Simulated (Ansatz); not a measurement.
Method: Ansatz 0.2.0, DFT PBE, scalar-relativistic, plane waves, PAW. All cells share a 420 eV cutoff and Γ-centred k meshes spaced at most about 0.3 Å⁻¹ (about 0.25 or finer for metals, 2π included). No spin polarisation in the final relaxations.

These are static total energies at zero pressure.

Two relaxed structures of SnGeTe3:

A. Space group P4mm (No. 99), tetragonal, a = 5.203 Å, c = 6.492 Å. Sn has 4 Te at 3.16 Å and 4 Te at 3.81 Å; Ge is surrounded by 1 Te at 2.58 Å and 4 Te at 2.83 Å; Te on a site of symmetry 2mm is surrounded by 2 Ge at 2.83 Å and 2 Sn at 3.16 Å; around Te on a site of symmetry 4mm lie 1 Ge at 2.58 Å, 4 Sn at 3.81 Å and 4 Te at 3.83 Å.

B. Space group Cmmm (No. 65), orthorhombic, a = 5.844 Å, b = 10.930 Å, c = 6.143 Å. Sn has 6 Te at 3.07–3.10 Å; Ge is surrounded by 2 Te at 2.92 Å; around Te on a site of symmetry mmm lie 2 Ge at 2.92 Å and 2 Sn at 3.07 Å; around Te on a site of symmetry 2/m lie 2 Te at 2.92 Å and 2 Sn at 3.10 Å.

Task: Which would you expect to be lower, and how large is the difference?

Result: A is lower, by 0.31 eV/atom. A has space group P4mm (No. 99), 35.1 Å³/atom and no gap on its mesh; B has space group Cmmm (No. 65), 39.2 Å³/atom and no gap. Counting Te atoms around Ge and Sn (those within 1.25 times the shortest such distance or 1.15 times the sum of covalent radii, 1.27 where that leaves under three; a plus sign parts nearer from farther groups), A has Sn 4+4, Ge 1+4 and B has Sn 6, Ge 2. B holds Te–Te chains (shortest 2.92 Å); in A the shortest Te–Te distance is 3.68 Å. Even the lower one lies +0.05 eV/atom against the reference forms of the elements (uncorrected), so neither is stable at this level. Both come from invented guesses.

No dispersion correction is applied, so the spacing and binding between layers, chains or molecules are poorly described (P4mm), and this can change margins and order among such cells. These runs have no spin–orbit coupling, which can matter for Te. Cells relaxed within their symmetry can be saddle points.
